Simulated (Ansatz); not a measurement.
Mo: energy along a strain

Mo, P6/mmm, a = 2.736 Å, c = 2.555 Å (as given, not relaxed at this level: -8.0 GPa). This isn't the element's structure at ambient conditions. Ansatz: LDA, PAW, 420 eV, Γ-centred 18×18×18 mesh on 1 atom, Gaussian smearing 0.15 eV; no spin polarisation. Cell vectors (Å): 2.736 0.000 0.000; -1.368 2.369 0.000; 0.000 0.000 2.555. The cell is strained by x per cent times the pattern (1 1 0 0 0 0) in the order xx yy zz yz xz xy (engineering shears), with fractional coordinates held. y is the free energy over the start, V0 = 16.559 Å³/atom. Points with a strain past 8.5 % were computed too (3) and aren't used here.

```
x (%) y (meV/atom)
-7.50             ?
-5.00        105.04
-2.50          8.72
 0.00          0.00
 2.50         60.03
 5.00        172.72
 7.50        323.69
```

**Question.** Fit y = c1 x + c2 x² + c3 x³ to the other rows, get the stiffness along the pattern, and predict the missing energy.

**Answer.** Least squares on the rows shown. y = 11.162 x + 5.5596 x² − 0.17288 x³. The clamped-ion stiffness p·C·p = 2 × 55.60 eV × 160.2 / 16.559 Å³ = 1076 GPa (second derivative at the start, which stands under stress). At x = -7.50 the fit asked for gives 301.95 meV/atom. The run gave 306.81 meV/atom, so the fit is 4.86 meV/atom too low, 1.5 % of the span of the series, against an rms of 0.45 meV/atom on the fitted rows. The row lies outside the fitted range. With a term in x⁴ added, a fit to the same known rows predicts 309.81 meV/atom, a smaller miss on the other side.

Cost: 10 runs of about 1.4 core-minutes in all, on Intel Xeon Processor @ 2.50GHz (Skylake/Cascade Lake) (shared hosts).